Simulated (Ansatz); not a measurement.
LiPb: an elastic constant from a strain scan

These are results of DFT r2SCAN, scalar-relativistic, plane waves, PAW (Ansatz 0.2.0), not measurements. Cutoff 500 eV, Γ-centred 15×15×15 k-points, Gaussian smearing of 0.15 eV. Spin–orbit coupling is left out, which can shift energies with elements as heavy as these. No spin polarisation. Energies are free energies at this smearing, counted from the undisturbed cell; pressure is positive in compression.

The starting cell (as given, not relaxed at this level; it stands at 0.0 GPa, and it needn't be the usual structure):

```yaml
crystal:
  lattice:
    - [2.49350, 1.43962, 2.06267]
    - [-2.49350, 1.43962, 2.06267]
    - [0.00000, -2.87925, 2.06267]
  atoms:
    - { symbol: Li, position: [0.50000, 0.50000, 0.50000] }
    - { symbol: Pb, position: [0.00000, 0.00000, 0.00000] }
```

The cell is strained by ε times the Voigt pattern (0, 0, 1, 0, 0, 0) (xx, yy, zz, yz, xz, xy; engineering shear) with fractional coordinates fixed. The cell holds 2 atoms in V0 = 44.43 Å³. The stress column is τ = (1/V0) dE/dε, got from the stress tensor σ (compression positive) at each point as −det(1 + εP) σ : P(1 + εP)⁻¹, with P the pattern as a tensor.

```csv
ε,ΔE (meV/atom),τ (GPa)
-0.0200,0.694,-0.854
-0.0100,-0.058,-0.242
0.0000,0.000,0.319
0.0050,0.314,0.586
0.0150,1.481,1.092
0.0200,?,?
```

Q: Which combination of elastic constants does this scan measure, and how large is it?

A: For small ε, τ = τ0 + Kε with K = pᵀCp, which for this pattern is C33 in the Cartesian frame shown. The parabola through τ at ε = -0.0100, 0 and 0.0050 has slope K = 54 GPa at zero. The energies per cell, E = NΔE, of the same two points give K = 2[E(ε₊)/ε₊ − E(ε₋)/ε₋]/[(ε₊ − ε₋)V0] = 55 GPa, in agreement.

Q: Predict the withheld row at ε = 0.0200 from the harmonic law, and compare.

A: ΔE = V0(τ0 ε + Kε²/2)/N = 2.389 meV/atom and τ = 1.40 GPa. The calculation gives 2.321 meV/atom and 1.33 GPa, a miss of 2.8 % of the harmonic energy, so the harmonic law still holds on this side, though at ε = -0.0200 the energy lies 12 % above it.

In a metal these slopes depend on the k mesh and the smearing.